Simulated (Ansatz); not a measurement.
³³S NMR of the central transition in S4I2O15

Cell: a computed structure from the Materials Project (it need not be an observed phase), taken as it stands.

```cif
data_structure
_symmetry_space_group_name_H-M 'P 1'
_symmetry_Int_Tables_number 1
_cell_length_a 5.4514
_cell_length_b 6.6770
_cell_length_c 9.0782
_cell_angle_alpha 95.889
_cell_angle_beta 94.459
_cell_angle_gamma 109.144
_cell_volume 308.33
loop_
_atom_site_label
_atom_site_type_symbol
_atom_site_fract_x
_atom_site_fract_y
_atom_site_fract_z
_atom_site_occupancy
S1 S 0.71599 0.32376 0.86027 1
S2 S 0.55175 0.78865 0.23284 1
S3 S 0.36818 0.34832 0.28804 1
S4 S 0.12443 0.83464 0.64229 1
I5 I 0.05048 0.34593 0.56628 1
I6 I 0.84852 0.81666 0.95179 1
O7 O 0.88339 0.82134 0.71836 1
O8 O 0.02178 0.62173 0.52269 1
O9 O 0.93126 0.55254 0.93114 1
O10 O 0.37352 0.42328 0.45782 1
O11 O 0.71242 0.32648 0.69447 1
O12 O 0.13371 0.17929 0.23369 1
O13 O 0.33272 0.54633 0.21135 1
O14 O 0.78921 0.75125 0.17139 1
O15 O 0.33690 0.82883 0.74058 1
O16 O 0.61948 0.33881 0.27083 1
O17 O 0.16710 0.00160 0.54885 1
O18 O 0.46729 0.31133 0.90339 1
O19 O 0.61142 0.86026 0.38766 1
O20 O 0.84517 0.18325 0.91119 1
O21 O 0.43291 0.89092 0.13441 1
```

Sites (sets of like atoms) are named by element and the number of their first atom in this list.

Computed with Ansatz: DFT, r2SCAN, plane waves and PAW, scalar-relativistic, 500 eV cutoff, Γ-centred 5×4×3 k-points, Fermi–Dirac smearing 0.02 eV.

³³S has I = 3/2 and Q = -69.40 mb (Pyykkö 2018); at 23.5 T its Larmor frequency is ν₀ = 76.9 MHz. Only the quadrupole interaction is simulated: positions count from each site's isotropic chemical shift, and shift anisotropy, dipolar and J coupling are left out.

Problem. Simulate the second-order pattern (static powder, Gaussian broadening 10 kHz) of site S1 (4 O at 1.42–1.62 Å).

Solution. The calculation gives C_Q = -10.6 MHz and η = 0.94, so ν_Q = 5.28 MHz and the centre of gravity lies at -611 ppm (-47.0 kHz).

```
offset (kHz)  height
      -254.3       0
      -237.2       9
      -220.2      24
      -203.2      26
      -186.2      27
      -169.2      28
      -152.2      30
      -135.2      32
      -118.2      34
      -101.2      37
       -84.2      40
       -67.1      44
       -50.1      50
       -33.1      59
       -16.1      81
         0.9     100
        17.9      80
        34.9      40
        51.9      28
        68.9      25
        85.9      23
       103.0      21
       120.0       7
       137.0       0
```

The largest force is 0.4 eV/Å, so the atoms aren't at the calculated equilibrium and relaxing them would move these values.
